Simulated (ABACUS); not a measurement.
Input and output of a self-consistent single point for CdHgSe2 (R3m, 4 atoms in the cell; from Materials Project mp-1226733, changed as shown) (ABACUS).

Level of theory: PBEsol, PseudoDojo 0.4 standard norm-conserving PBEsol (tails mended) pseudopotentials (plane waves; ABACUS).

The change in words: volume scaled by 0.94. Reference geometry (R3m):
```yaml
crystal:
  lattice:
    - [2.20115, 1.27083, 7.18139]
    - [-2.20115, 1.27083, 7.18139]
    - [0.00000, -2.54167, 7.18139]
  atoms:
    - { symbol: Cd, position: [0.50033, 0.50033, 0.50033] }
    - { symbol: Hg, position: [0.99985, 0.99985, 0.99985] }
    - { symbol: Se, position: [0.87420, 0.87420, 0.87420] }
    - { symbol: Se, position: [0.37560, 0.37560, 0.37560] }
```

Reference input (self-consistent single point, DFT, PBEsol, plane waves, PseudoDojo 0.4 standard norm-conserving PBEsol (tails mended) pseudopotentials): KPT = Gamma 4 4 4 0 0 0; basis_type = pw; ecutwfc = 102 Ry; smearing_method = fd; smearing_sigma = 0.00734986 Ry; potentials = PseudoDojo 0.4 standard norm-conserving PBEsol (tails mended); symmetry = 1; ks_solver = dav_subspace; scf_nmax = 100; scf_thr = 1.0e-09 Ry; mixing_type = pulay; mixing_beta = 0.4. This run's input differs from it in these lines:

```diff
@@ -27,5 +27,5 @@
 LATTICE_VECTORS
-   2.2011500000    1.2708340000    7.1813940000
-  -2.2011500000    1.2708340000    7.1813940000
-   0.0000000000   -2.5416690000    7.1813940000
+   2.1562160000    1.2448910000    7.0347930000
+  -2.1562160000    1.2448910000    7.0347930000
+   0.0000000000   -2.4897830000    7.0347930000
 
@@ -37,3 +37,3 @@
 1
-  -0.0000000000   -0.0000005003   10.7792005801
+   0.0000000000   -0.0000005003   10.5591539451
 
@@ -42,3 +42,3 @@
 1
-   0.0000000000   -0.0000009999   21.5410150052
+  -0.0000000000   -0.0000009999   21.1012766563
 
@@ -47,4 +47,4 @@
 2
-   0.0000000000   -0.0000008742   18.8339885369
-   0.0000000000   -0.0000003756    8.0919947592
+   0.0000000000   -0.0000008742   18.4495114349
+   0.0000000000   -0.0000003756    7.9268047524
 # file: KPT
```

Output (repeated stretches shortened):

```
 SELF-CONSISTENT
 -------------------------------------------

                                 init_chg = atomic

 PW ALGORITHM --------------- ION=   1  ELEC=   1--------------------------------

 Notice: Threshold on eigenvalues was too large.

 Density error is 0.149162553362
                          Error Threshold = 0.000206651061018
 E_KohnSham     -1168.0518588732     -15892.1608401672
 E_Fermi        0.5960797147         8.1100805826

 PW ALGORITHM --------------- ION=   1  ELEC=   2--------------------------------

 Density error is 0.0145021270359
                          Error Threshold = 0.000207170213002
   [... lines left out ...]

 Density error is 2.29518640461e-08
                          Error Threshold = 1.08684453629e-10
 E_KohnSham     -1168.0665545019     -15892.3607844533
 E_Fermi        0.6142533540         8.3573456297

 PW ALGORITHM --------------- ION=   1  ELEC=   9--------------------------------

 Density error is 8.82385951312e-10
                          Error Threshold = 3.18775889529e-11
 E_KohnSham     -1168.0665545081     -15892.3607845378
 E_KS(sigma->0) -1168.0661979148     -15892.3559328375
 E_entropy(-TS) -0.0007131865        -0.0097034006
 E_Fermi        0.6142727908         8.3576100812
 charge density convergence is achieved
 final etot is -15892.360785 eV
 EFERMI = 8.3576100812 eV

 STATE ENERGY(eV) AND OCCUPATIONS    NSPIN == 1
   [... 43 lines left out ...]

 TOTAL-FORCE (eV/Angstrom)
                       Cd1         0.0000000000         0.0000000000         0.0011831325
                       Hg1         0.0000000000         0.0000000000        -0.0389904568
                       Se1         0.0000000000         0.0000000000         0.0219272713
                       Se2         0.0000000000         0.0000000000         0.0158800530

 TOTAL-STRESS (KBAR)
         5.7151779493         0.0000000000         0.0000000000
        -0.0000000000         5.7151830424         0.0000002708
         0.0000000000         0.0000002708         1.5816049747
 TOTAL-PRESSURE: 4.337322 KBAR

 --------------------------------------------
 !FINAL_ETOT_IS -15892.3607845377810008 eV
 --------------------------------------------
```

The run converged in 9 iterations. Against the reference run the free energy drops by 12.0 meV/atom, the pressure goes from -2.42 to 0.43 GPa and the largest force goes from 0.030 to 0.039 eV/Å.

The structure comes from a collection of computed structures, made at another level of theory; the collection holds predicted forms beside known ones. Its lattice was then scaled. No clean gap shows at this smearing width and mesh (spacing up to 0.43 Å⁻¹); the mesh is coarse for partly filled bands, so the values carry mesh errors. Semi-local functionals can close small gaps.

Cost on one core: around 8 core-minutes (rough).

“Tails mended”: in these copies of the files the far tail of each local potential was reset to the Coulomb form.
